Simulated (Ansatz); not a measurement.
Given:

MnGa2S4:
```yaml
crystal:
  lattice:
    - [-2.72901, 2.72901, 5.13939]
    - [2.72901, -2.72901, 5.13939]
    - [2.72901, 2.72901, -5.13939]
  atoms:
    - { symbol: Mn, position: [0.25000, 0.75000, 0.50000] }
    - { symbol: Ga, position: [0.75000, 0.25000, 0.50000] }
    - { symbol: Ga, position: [0.50000, 0.50000, 0.00000] }
    - { symbol: S, position: [0.37976, 0.87901, 0.02068] }
    - { symbol: S, position: [0.12099, 0.14167, 0.50075] }
    - { symbol: S, position: [0.85833, 0.35908, 0.97932] }
    - { symbol: S, position: [0.64092, 0.62024, 0.49925] }
```
The run is spin-polarised; directions of the spins, atom by atom: ↑ 0 0 0 0 0 0.

This is the r²SCAN-relaxed structure.

**Question.** All from r²SCAN (plane waves, PAW; program Ansatz), unless another level is named. Predict the hole effective mass.

**Answer.** 0.38, 1.1, 1.1 mₑ (principal values).

**Question.** What about the smallest direct gap on the standard path?

**Answer.** 2.33 eV.

**Question.** Next, the conduction-band minimum?

**Answer.** at M.

**Question.** Predict the valence-band maximum.

**Answer.** at Γ.

Space group I-4. The first step of the workflow began from a Materials Project structure, measured or hypothetical; the Crystallography Open Database copy checked does not list it. COD files the formula under space group No. 15. Its standing as an ambient phase is unchecked. Symmetry was held in the r²SCAN relaxation; its stability against distortions is not shown here. Spin order of the final state: ferromagnetic, chosen from 3 collinear starts compared on coarse meshes (ties went to the first, and starts can fall back to one state), not a proven ground state. Other orbital occupations within this spin state were not tried. No Hubbard U is applied. Scalar-relativistic: spin–orbit coupling is off unless named, which matters more the heavier the elements.

Potentials: the later of the program's two PAW sets.
